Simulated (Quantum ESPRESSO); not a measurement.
PdZr5TiLi, a guest atom moved from site to site

Simulated, not a measurement. The program is pw.x of Quantum ESPRESSO 7.5 (plane-wave density functional theory). The cell is made up: eight metal atoms on a hexagonal close-packed lattice, with elements, volume, strain and displacements drawn at random and not relaxed, so it may be unstable or far from any real phase. PseudoDojo standard norm-conserving files set the functional (PBE unless stated); there is no spin polarisation or spin-orbit coupling, the Fermi-Dirac width of 0.25 eV means electrons at about 2900 K, and the masses in the input are unused placeholders. A spin test at this wide smearing found no moment, but such smearing suppresses magnetism that the real alloy may have.

The runs move one Pd atom among sites that otherwise hold Zr. Cell, positions, cutoff, mesh and smearing stay as in the input of run 1; sites are counted in its order. Stress in the tables is positive in tension.

Input of run 1:

```
&control calculation='scf', pseudo_dir='./dojo.nc.sr.pbe.v0_5.standard.upf', outdir='./o', disk_io='minimal', tprnfor=.true., tstress=.true. /
&system ibrav=0, nat=8, ntyp=4, nbnd=64, ecutwfc=84.00895049, nosym=.true., tot_charge=0,
 occupations='smearing', smearing='fd', degauss=0.0183746611
/
&electrons conv_thr=1.470e-08, electron_maxstep=70, mixing_beta=0.5 /
ATOMIC_SPECIES
Li 1.0 Li.upf
Pd 1.0 Pd.upf
Ti 1.0 Ti.upf
Zr 1.0 Zr.upf
CELL_PARAMETERS angstrom
3.0664 0.0017 0.013
0.0029 5.2592 -0.0614
0.0438 -0.1192 10.2014
ATOMIC_POSITIONS angstrom
Pd -0.0158 0.0305 0.0536
Zr 0.0796 -0.0447 5.1002
Ti -0.0203 1.6103 2.5748
Zr 0.0461 1.6772 7.5216
Zr 1.4859 2.7032 -0.0672
Zr 1.5811 2.5713 5.1017
Zr 1.4503 4.3672 2.4884
Li 1.6238 4.282 7.6119
K_POINTS automatic
8 5 3 1 1 1
```

| run | elements on sites 1 to 8 | free energy less that of run 1 (eV) | -TS (eV) | pressure (GPa) | stress xx (GPa) | stress yy (GPa) | stress zz (GPa) | stress yz (GPa) | stress xz (GPa) | stress xy (GPa) | iterations |
| --- | --- | --- | --- | --- | --- | --- | --- | --- | --- | --- | --- |
| 1 | Pd Zr Ti Zr Zr Zr Zr Li | 0.000 | -2.025 | 1.55 | -2.17 | -1.98 | -0.51 | -0.86 | 0.25 | 0.46 | 23 |
| 2 | Zr Pd Ti Zr Zr Zr Zr Li | -0.103 | -1.989 | 1.41 | -2.22 | -2.07 | 0.06 | 0.56 | 0.03 | 0.33 | 23 |
| 3 | Zr Zr Ti Pd Zr Zr Zr Li | -0.135 | -1.895 | 1.96 | -2.37 | -3.84 | 0.31 | -0.22 | 0.18 | 0.49 | 24 |
| 4 | Zr Zr Ti Zr Zr Pd Zr Li | -0.118 | -2.037 | 1.08 | -0.97 | -2.49 | 0.22 | -0.50 | 0.06 | 0.33 | 22 |
| 5 | Zr Zr Ti Zr Zr Zr Pd Li | 0.363 | -2.177 | 1.10 | -0.76 | -2.16 | -0.37 | -0.30 | 0.03 | 0.23 | 23 |

Forces Fx Fy Fz (eV/Å):

```
site             run 1              run 2             run 3              run 4              run 5
   1   -0.05 0.16 0.00   -0.13 0.47 -0.58  -0.10 0.52 -0.73   -0.11 0.58 -0.74    -0.07 0.21 0.22
   2  -0.15 -0.11 0.12  -0.11 -0.01 -0.04   -0.13 0.28 0.54   -0.08 -0.44 0.23  -0.03 -0.33 -0.66
   3  -0.15 0.53 -0.47   -0.06 0.48 -0.04  -0.13 0.47 -0.13    -0.17 0.51 0.35   -0.05 0.34 -0.19
   4  -0.04 -0.02 1.17    0.01 -0.25 0.11   -0.02 0.03 0.18   -0.01 0.45 -0.31    -0.03 0.21 0.84
   5   0.08 -0.42 0.08    0.13 -0.54 0.25  0.13 -0.69 -0.47    0.13 -0.70 0.42    0.07 -0.38 0.55
   6   0.11 0.05 -0.70    0.02 0.03 -0.47   0.07 -0.28 0.29    0.02 0.04 -0.22    0.02 0.08 -0.85
   7  0.23 -0.31 -0.65    0.19 -0.27 1.18   0.20 -0.41 0.28    0.26 -0.35 0.44    0.13 -0.08 0.08
   8   -0.03 0.11 0.45   -0.04 0.08 -0.41   -0.01 0.07 0.02  -0.04 -0.09 -0.16   -0.05 -0.04 0.01
```

The sites are displaced and not relaxed, so the energy differences hold strain from misfit and are not ordering energies. A rerun of one cell of this series at a higher cutoff and on a denser mesh moved values by no more than 0.002 eV in energy, 0.04 GPa in stress and 0.004 eV/Å in force, and a second program with other atomic files agreed on that cell to 2 % rms in force and 0.5 GPa in pressure.